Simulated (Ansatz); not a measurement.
Nb:
```cif
data_Nb
_chemical_formula_sum 'Nb1'
_space_group_name_H-M_alt 'P 1'
_space_group_IT_number 1
_cell_length_a 2.85990
_cell_length_b 2.85990
_cell_length_c 2.85990
_cell_angle_alpha 109.471
_cell_angle_beta 109.471
_cell_angle_gamma 109.471
loop_
_space_group_symop_operation_xyz
  'x, y, z'
loop_
_atom_site_label
_atom_site_type_symbol
_atom_site_fract_x
_atom_site_fract_y
_atom_site_fract_z
_atom_site_occupancy
Nb1 Nb 0.00000 0.00000 0.00000 1
```

Relaxed with r²SCAN.

Q: Which orbitals make up the states near the Fermi level in plane-wave PAW r²SCAN (Ansatz code)?

A: Within 0.5 eV of the Fermi level: Nb 4d 86 %, Nb 5s 9 %. Projections are on Löwdin-orthogonalised atomic valence shells; empty p or d shells of many metals are not among them.

Q: Tabulate the density of states.

A: States/eV per cell of 1 atom, in 0.25 eV bins, energy from the Fermi level.

```tsv
E (eV)	total	Nb 4d	Nb 5s	Nb 4p
-6.35	0.00	0.00	0.00	0.00
-6.10	0.02	0.00	0.02	0.00
-5.85	0.04	0.00	0.03	0.00
-5.60	0.06	0.00	0.05	0.00
-5.35	0.07	0.00	0.06	0.00
-5.10	0.09	0.00	0.07	0.00
-4.85	0.10	0.01	0.08	0.00
-4.60	0.12	0.01	0.10	0.00
-4.35	0.15	0.02	0.11	0.01
-4.10	0.19	0.03	0.13	0.01
-3.85	0.45	0.23	0.18	0.01
-3.60	0.91	0.61	0.24	0.01
-3.35	0.99	0.72	0.22	0.02
-3.10	1.11	0.86	0.20	0.02
-2.85	1.34	1.11	0.18	0.02
-2.60	1.34	1.15	0.15	0.03
-2.35	1.15	1.01	0.10	0.02
-2.10	0.57	0.53	0.03	0.01
-1.85	0.48	0.46	0.01	0.01
-1.60	1.81	1.76	0.01	0.03
-1.35	2.06	1.99	0.02	0.03
-1.10	1.28	1.22	0.03	0.02
-0.85	1.12	1.04	0.05	0.02
-0.60	1.13	1.02	0.07	0.02
-0.35	1.86	1.61	0.16	0.03
-0.10	1.75	1.49	0.18	0.03
0.15	1.18	1.02	0.10	0.02
0.40	0.76	0.64	0.07	0.01
0.65	0.48	0.37	0.06	0.01
0.90	0.43	0.34	0.04	0.01
1.15	0.43	0.34	0.03	0.00
1.40	0.44	0.36	0.03	0.00
1.65	0.49	0.43	0.02	0.00
1.90	0.73	0.67	0.02	0.00
2.15	0.82	0.78	0.02	0.00
2.40	0.88	0.84	0.01	0.00
2.65	0.98	0.95	0.01	0.00
2.90	1.17	1.14	0.01	0.00
3.15	1.19	1.16	0.01	0.00
3.40	1.23	1.20	0.01	0.00
3.65	1.43	1.40	0.01	0.00
3.90	1.25	1.23	0.01	0.00
4.15	1.63	1.58	0.03	0.00
4.40	2.74	2.62	0.09	0.00
4.65	1.13	0.98	0.10	0.00
```

Space group Im-3m (bcc (W type)). Symmetry was held in the r²SCAN relaxation. No spin polarisation was allowed. Scalar-relativistic: spin–orbit coupling is off unless named, which matters more the heavier the elements.

Potentials: the earlier of the program's two PAW sets.
